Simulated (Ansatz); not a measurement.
Relaxed-ion elastic tensor of Si$_{3}$P$_{4}$ in space group I-43d (No. 220; Si on 12a, P on 16c) in GPa (Voigt order), plane-wave PAW r²SCAN (Ansatz code); density 2.61 g/cm³, 18.88 Å³ per atom.

```csv
,1,2,3,4,5,6
1,102,66.1,66.1,0.0,0.0,0.0
2,66.1,102,66.1,0.0,0.0,0.0
3,66.1,66.1,102,0.0,0.0,0.0
4,0.0,0.0,0.0,69.1,0.0,0.0
5,0.0,0.0,0.0,0.0,69.1,0.0
6,0.0,0.0,0.0,0.0,0.0,69.1
```

Problem. Is the crystal mechanically stable?

Solution. Yes: the smallest eigenvalue of C is 36.2 GPa.

Problem. Work out the Voigt, Reuss and Hill averages.

Solution. K_V = 78.1, K_R = 78.1, K_H = 78.1; G_V = 48.7, G_R = 32.5, G_H = 40.6 GPa.

Problem. Give Young's modulus, Poisson's ratio, Pugh's ratio and the universal anisotropy index.

Solution. E = 9KG/(3K + G) = 104 GPa; ν = 0.28; K/G = 1.92 (ductile by the Pugh limit of 1.75); A_U = 5G_V/G_R + K_V/K_R − 6 = 2.50.

Problem. Estimate the sound speeds and the Debye temperature.

Solution. v_l = √((K + 4G/3)/ρ) = 7110 m/s, v_t = √(G/ρ) = 3940 m/s, mean 4390 m/s; Θ = (h/k)(3n/4πV)^(1/3) v_m = 491 K.

Problem. Give the Zener ratio and Young's modulus along [100], [110] and [111].

Solution. A = 2C44/(C11 − C12) = 3.82; 1/E = S11 − 2(S11 − S12 − S44/2)Γ with Γ = 0, 1/4, 1/3 gives 50.4, 104, 160 GPa.

A made-up cell: these elements were put on the sites of a structure type; neither database checked (COD, Materials Project) lists it. Its standing as an ambient phase is unchecked. The cell was relaxed with r²SCAN under the symmetry of its start; whether a distortion lowers the energy is not shown. As this level gives no gap, shear constants depend on the k-mesh and smearing (Fermi–Dirac, 0.1 eV here).

Potentials: the later of the program's two PAW sets.
